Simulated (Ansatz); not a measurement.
Below is a relaxed structure of ZnCd3O4. The cell was found from a structure generator's guess, not taken from experiment.

Method: Ansatz 0.2.0, DFT PBE, scalar-relativistic, plane waves, PAW. Cutoff 420 eV, Γ-centred mesh, Gaussian smearing, no spin polarisation.

```
Zn Cd O
1.0
    -2.34546    2.34546    4.64468
     2.34546   -2.34546    4.64468
     2.34546    2.34546   -4.64468
Zn Cd O
1 3 4
Direct
  0.50000 0.50000 0.00000
  0.00000 0.00000 0.00000
  0.75000 0.25000 0.50000
  0.25000 0.75000 0.50000
  0.72445 0.72445 0.00000
  0.50000 0.00000 0.50000
  0.27555 0.27555 0.00000
  0.00000 0.50000 0.50000
```

The zero of energy is the elements' standard structures at the same level (O₂ as a molecule); no fitted shifts are applied.

(1) Find its symmetry and describe it.

(2) What is its formation energy per atom?

(3) Is it a metal?

Results:

(1) I4/mmm (No. 139), with Zn and Cd ordered on rock salt sites. Conventional cell: a = 4.691 Å, c = 9.289 Å. Around Zn lie 2 O at 2.08 Å and 4 O at 2.35 Å; Cd on a site of symmetry 4/mmm has 4 O at 2.35 Å and 2 O at 2.56 Å; around Cd on a site of symmetry -4m2 lie 6 O at 2.32–2.36 Å; O on a site of symmetry 4mm has 1 Zn at 2.08 Å, 4 Cd at 2.36 Å and 1 Cd at 2.56 Å; 1 more site not described.

(2) −1.04 eV/atom. It lies below the elements, which doesn't yet make it stable against other compounds or structures.

(3) Yes, bands cross the Fermi level on the 12×12×12 mesh, though with few states there, as in a semimetal.

The last run used a 12×12×12 mesh for its 8-atom cell and Gaussian smearing of 0.10 eV. The zero gap may come from the functional, which often closes small gaps. Symmetry constrained the relaxation, so the result can be a saddle point.
